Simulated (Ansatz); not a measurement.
Data:

TaS₂:
```
CELL_PARAMETERS angstrom
      1.63497     0.94395     5.91234
     -1.63497     0.94395     5.91234
      0.00000    -1.88790     5.91234
ATOMIC_POSITIONS crystal
  Ta 0.16665 0.16665 0.16665
  S  0.58769 0.58769 0.58769
  S  0.41265 0.41265 0.41265
```

This is the LDA-relaxed structure.

**Question.** All from LDA in the plane-wave PAW code Ansatz, unless another level is named. Estimate the highest zone-centre frequency.

**Answer.** 399 cm⁻¹.

**Question.** Next, the bulk modulus (Birch–Murnaghan fit)?

**Answer.** 40.7 GPa.

Space group R3m. The workflow started from a Materials Project entry (that database holds measured and hypothetical structures alike); the Crystallography Open Database copy checked does not list it. COD files the formula under space group No. 42, 164, 166, 194. Whether it is the stable phase at ambient conditions was not checked. The LDA relaxation kept the symmetry of its start; whether a distortion lowers the energy is not shown. The run is not spin-polarised. A crystal of weakly bound layers computed without a dispersion correction: the cell and the soft elastic constants depend strongly on that. With an odd number of electrons in the cell and no spin polarisation, the count alone makes it a metal. As this level gives no gap, phonon frequencies hold no LO–TO term and depend on the k-mesh and smearing (Fermi–Dirac, 0.1 eV here). Scalar-relativistic: spin–orbit coupling is off unless named, which matters more the heavier the elements.

Potentials: the earlier of the program's two PAW sets. The files were generated under PBE; for other functionals the program regenerates the frozen cores, and for LDA and PBEsol the local potential too.
